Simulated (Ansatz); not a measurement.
A plane-wave DFT run in Ansatz 0.2.0 (scalar-relativistic PAW potentials unless the input names others): input and command.

```yaml
crystal:
  lattice:
    - [2.9036957661, 0.0, 0.0]
    - [-1.451847883, 2.5146742983, 0.0]
    - [0.0, 0.0, 28.4956926576]
  atoms:
    - { symbol: Ag, position: [0.6666666667, 0.3333333333, 0.2982906961] }
    - { symbol: Ag, position: [0.3333333333, 0.6666666667, 0.3815988366] }
    - { symbol: Ag, position: [0.6666666667, 0.3333333333, 0.4638331504] }
    - { symbol: Ag, position: [0.3333333333, 0.6666666667, 0.5468800693] }
    - { symbol: Ag, position: [0.6666666667, 0.3333333333, 0.6280016251] }
    - { symbol: F, position: [0.6666666667, 0.3333333333, 0.6966792076] }
kpoints:
  mp_grid: { grid: [12, 12, 1] }
hamiltonian:
  xc: rpbe
scf:
  occupations: { method: gaussian, width: 0.1 }
output:
  forces: true
  eigenvalues: true
efield:
  axis: 3
  dipole_correction: true
  ramp_width: 0.04
```

```bash
ansatz run input.yaml --threads 2 --pin off --max-ram 5120MiB --backend cpu --events-out ev --progress --plain --runs-dir out
```

Abridged log:
```
Basis set: ecut = 420 eV, 4031 PW (Γ), exchange–correlation on 40×40×384 points (8 copies of the dense FFT grid, shifted against one another)
Bands: 62, of which v1, the nominal top of the filled ones, is band 51 counted from 1 (50 counted from 0)
Symmetry: 6 space group operations
k-points: 19 of 144 (time reversal used)
SCF iter   1: F=—  HF=-38800.599833 eV  |F-HF|=—  |Δ(HF+E_count)|=         —  Δρ=2.50e-2  dr2=1.03e1  ethr=1.77e-3  p=-0.277 e·Å  D=-2.41e-1 V/Å  ΔV_dip=6.86 eV  dr2_dipole=6.12e0  V_vac-E_F(+/−)=10.66/3.80 eV  ⟨swp⟩=9.7  Hψ=5636  notcnv=0  defer=43
efield: sawtooth ramp at fractional position 0.9775 (placed from the atoms, in the widest stretch of the axis that holds none; the zero of the levels goes with the place), width 0.0400; the density the first Hamiltonian is built on has a dipole p = -0.277 e·Å; the dipole correction subtracts the counter field D = -2.41e-1 V/Å, which shifts the + side's vacuum level by +6.86 eV against the − side's; the planar-averaged density in the ramp window peaks in size at 1.7e-5 e/Å³
SCF iter   2: F=—  HF=-38800.455161 eV  |F-HF|=—  |Δ(HF+E_count)|=   1.45e-1  Δρ=7.49e-3  dr2=6.53e-2  ethr=1.77e-3  p=-0.265 e·Å  D=-2.30e-1 V/Å  ΔV_dip=6.57 eV  dr2_dipole=1.75e-3  V_vac-E_F(+/−)=10.62/4.05 eV  ⟨swp⟩=2.6  Hψ=1522  notcnv=0  defer=70
SCF iter   3: F=—  HF=-38800.508545 eV  |F-HF|=—  |Δ(HF+E_count)|=   5.34e-2  Δρ=3.33e-3  dr2=2.80e-2  ethr=6.40e-5  p=-0.260 e·Å  D=-2.26e-1 V/Å  ΔV_dip=6.45 eV  dr2_dipole=6.75e-3  V_vac-E_F(+/−)=10.56/4.11 eV  ⟨swp⟩=2.3  Hψ=2048  notcnv=0  defer=70
SCF iter   4: F=—  HF=-38800.507384 eV  |F-HF|=—  |Δ(HF+E_count)|=   1.16e-3  Δρ=1.29e-3  dr2=3.57e-3  ethr=2.75e-5  p=-0.260 e·Å  D=-2.26e-1 V/Å  ΔV_dip=6.45 eV  dr2_dipole=4.54e-4  V_vac-E_F(+/−)=10.55/4.10 eV  ⟨swp⟩=2.9  Hψ=2377  notcnv=0  defer=70
SCF iter   5: F=—  HF=-38800.510585 eV  |F-HF|=—  |Δ(HF+E_count)|=   3.20e-3  Δρ=4.58e-4  dr2=7.28e-4  ethr=3.50e-6  p=-0.259 e·Å  D=-2.25e-1 V/Å  ΔV_dip=6.42 eV  dr2_dipole=9.27e-5  V_vac-E_F(+/−)=10.53/4.11 eV  ⟨swp⟩=2.8  Hψ=2211  notcnv=0  defer=70
SCF iter   6: F=—  HF=-38800.510745 eV  |F-HF|=—  |Δ(HF+E_count)|=   1.60e-4  Δρ=1.66e-4  dr2=1.53e-4  ethr=7.14e-7  p=-0.259 e·Å  D=-2.25e-1 V/Å  ΔV_dip=6.42 eV  dr2_dipole=4.21e-8  V_vac-E_F(+/−)=10.53/4.11 eV  ⟨swp⟩=2.1  Hψ=1714  notcnv=0  defer=70
SCF iter   7: F=—  HF=-38800.510746 eV  |F-HF|=—  |Δ(HF+E_count)|=   8.00e-7  Δρ=1.06e-4  dr2=3.45e-5  ethr=1.50e-7  p=-0.259 e·Å  D=-2.25e-1 V/Å  ΔV_dip=6.42 eV  dr2_dipole=4.20e-6  V_vac-E_F(+/−)=10.53/4.11 eV  ⟨swp⟩=2.5  Hψ=2001  notcnv=0  defer=70
SCF iter   8: F=—  HF=-38800.511324 eV  |F-HF|=—  |Δ(HF+E_count)|=   5.78e-4  Δρ=2.82e-5  dr2=3.69e-6  ethr=3.38e-8  p=-0.259 e·Å  D=-2.25e-1 V/Å  ΔV_dip=6.42 eV  dr2_dipole=6.33e-7  V_vac-E_F(+/−)=10.53/4.11 eV  ⟨swp⟩=2.5  Hψ=2230  notcnv=0  defer=57
SCF iter   9: F=—  HF=-38800.511322 eV  |F-HF|=—  |Δ(HF+E_count)|=   1.76e-6  Δρ=1.20e-5  dr2=5.98e-7  ethr=3.62e-9  p=-0.259 e·Å  D=-2.25e-1 V/Å  ΔV_dip=6.42 eV  dr2_dipole=2.71e-9  V_vac-E_F(+/−)=10.53/4.11 eV  ⟨swp⟩=2.3  Hψ=1712  notcnv=0  defer=57
SCF iter  10: F=-38800.511326 eV  HF=-38800.511326 eV  |F-HF|=1.38e-7  |Δ(HF+E_count)|=   3.79e-6  Δρ=3.38e-6  dr2=7.19e-8  ethr=9.80e-11  p=-0.259 e·Å  D=-2.25e-1 V/Å  ΔV_dip=6.42 eV  dr2_dipole=4.87e-10  V_vac-E_F(+/−)=10.53/4.11 eV  ⟨swp⟩=16.7  Hψ=6368  notcnv=0
SCF 1 converged in 10 iterations: F = -38800.511326 eV  dr2 = 7.19e-8
SCF converged after 10 iterations
Free energy (F): -38800.511326 eV
Harris-Foulkes:  -38800.511326 eV  (|F-HF|=1.38e-7)
Internal energy: -38800.486943 eV  (E = F + TS)
E sigma→0 (E₀):  -38800.499134 eV
Entropy (-TS):   -0.024383 eV (-4.064 meV/atom)
Fermi energy:    3.081431 eV
Dipole field:    D = -0.225317 V/Å  (p = -0.259086 e·Å, saw-weighted, corrected)
Work function:   Φ+ = 10.5312 eV   Φ− = 4.1107 eV
Levels:          The Fermi level and band energies are counted from a zero that moves with the ramp; work functions are not
--- Forces (eV/Å), atoms counted from 1 ---
  atom   1  Ag     0.00000000     0.00000000    -0.26543557
  atom   2  Ag     0.00000000     0.00000000    -0.07492792
  atom   3  Ag     0.00000000     0.00000000     0.01256623
  atom   4  Ag     0.00000000     0.00000000    -0.06193981
  atom   5  Ag     0.00000000     0.00000000    -0.29600276
  atom   6  F      0.00000000     0.00000000     0.68570785
```

Apart from outputs, empty bands and the relaxation, which only the reference makes, the input differs from a reference run on usual settings in hamiltonian.xc: "r2scan" → "rpbe"; basis.ecutwfc: 500 → not typed. The reference, at the same geometry, ended its own course with largest force 0.066 eV/Å, no gap on the mesh. This run converged in 10 SCF iterations with a total energy on another zero, largest force 0.686 eV/Å, no gap on the mesh.

It took 3.2 s on 2 threads of AMD EPYC 9R45 96-Core Processor (Zen 5) (shared host), peak memory 0.58 GiB.